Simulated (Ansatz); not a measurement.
SbOsSe:
```
CELL_PARAMETERS angstrom
      6.41399     0.00000     0.00000
      0.00000     6.33800     0.00000
     -2.50009     0.00000     5.95013
ATOMIC_POSITIONS crystal
  Sb 0.14464 0.36500 0.37904
  Sb 0.85536 0.63500 0.62096
  Sb 0.85536 0.86500 0.12096
  Sb 0.14464 0.13500 0.87904
  Os 0.28687 0.99472 0.29996
  Os 0.71313 0.00528 0.70004
  Os 0.71313 0.49472 0.20004
  Os 0.28687 0.50528 0.79996
  Se 0.34982 0.63312 0.18252
  Se 0.65018 0.36688 0.81748
  Se 0.65018 0.13312 0.31748
  Se 0.34982 0.86688 0.68252
```

Relaxed with r²SCAN. Special points in fractions of this cell's reciprocal vectors: Γ (0.000, 0.000, 0.000); Z (0.000, 0.500, 0.000); D (0.000, 0.500, 0.500); B (0.000, 0.000, 0.500); A (-0.500, 0.000, 0.500); E (-0.500, 0.500, 0.500); C2 (-0.500, 0.500, 0.000); Y2 (-0.500, 0.000, 0.000).

Task: List the band energies nearest the valence-band maximum at these points for r²SCAN in the plane-wave PAW code Ansatz.

Result: In eV from the valence-band maximum; about four levels below and three above (degenerate sets whole), none deeper than 8.9 eV; points with the same levels are listed once.

```
k                     below                above
--  -----------------------  -------------------
Γ   -0.76 -0.56 -0.49 -0.34       1.24 1.61 2.10
Z   -0.58 -0.58 -0.13 -0.13  1.43 1.43 1.85 1.85
D   -1.04 -1.04 -0.01 -0.01  1.59 1.59 2.01 2.01
B   -1.04 -1.04 -0.31 -0.31  1.47 1.47 2.24 2.24
A   -0.78 -0.78 -0.31 -0.31  2.16 2.16 2.49 2.49
E   -0.43 -0.43 -0.42 -0.42  1.38 1.38 1.96 1.96
C2  -0.92 -0.92 -0.25 -0.25  1.49 1.49 1.79 1.79
Y2  -0.99 -0.77 -0.15 -0.05       1.54 1.90 1.97
```

Space group P2_1/c. The first step of the workflow began from a Materials Project structure, measured or hypothetical; the Crystallography Open Database copy checked does not list it. Its standing as an ambient phase is unchecked. Symmetry was held in the r²SCAN relaxation; whether a distortion lowers the energy is not shown. No spin polarisation was allowed. Spin–orbit coupling is left out wherever it is not named.

Potentials: the later of the program's two PAW sets.
